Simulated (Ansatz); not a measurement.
Cd (hcp (Mg type), P6_3/mmc) is relaxed with plane-wave PAW PBEsol (Ansatz code). What lattice parameters of the conventional cell result?

a = 2.969 Å, c = 5.468 Å.

The PBEsol relaxation kept the symmetry of its start. Axis ratios of metals converge slowly with the k-mesh, so a and c are less sure than the volume.

Potentials: the earlier of the program's two PAW sets. The files were generated under PBE; for other functionals the program regenerates the frozen cores, and for LDA and PBEsol the local potential too.
